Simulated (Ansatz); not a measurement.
Property card for C

C:
```
CELL_PARAMETERS angstrom
     -1.33185     2.77922     2.33372
      1.33185    -2.77922     2.33372
      1.33185     2.77922    -2.33372
ATOMIC_POSITIONS crystal
  C  0.67013 0.32540 0.99553
  C  0.32987 0.67460 0.00447
  C  0.82987 0.82540 0.65527
  C  0.17013 0.17460 0.34473
  C  0.75000 0.75000 0.00000
  C  0.25000 0.25000 0.00000
```

Space group Ibam (No. 72); conventional cell a = 2.664 Å, b = 5.558 Å, c = 4.667 Å, α = β = γ = 90.00°.

Method: PBE in the plane-wave PAW code Ansatz. The cell and atoms are relaxed at this level. Other levels are named where they apply.

Cell and energy:

Volume per atom: 5.76 Å³
Density: 3.46 g/cm³

Electronic structure:

- Band gap = 2.87 eV (smallest direct gap 2.89 eV)
- Valence-band maximum = at X (k = 0.500, 0.500, 0.500 in fractions of the reciprocal vectors)
- Conduction-band minimum = on the Γ–X line, 86 % of the way from Γ (k = 0.432, -0.432, 0.432 in fractions of the reciprocal vectors) (2 equivalent valleys)
- Electron effective mass = 0.56, 1.3, 5.9 mₑ (principal values)
- Hole effective mass = 0.45, 0.54, 1.2 mₑ (principal values)

Mechanics:

- Bulk modulus (Birch–Murnaghan fit) = 370 GPa
- Pressure derivative B′ = 3.9

The start of the workflow was typed in or built on a structure type; neither database checked (COD, Materials Project) lists it. It is not the phase usual at ambient conditions (space group No. 194, 227). The cell was relaxed with PBE under the symmetry of its start; its stability against distortions is not shown here. The volume moved by 20 % from the start of the relaxation.

Potentials: the later of the program's two PAW sets.
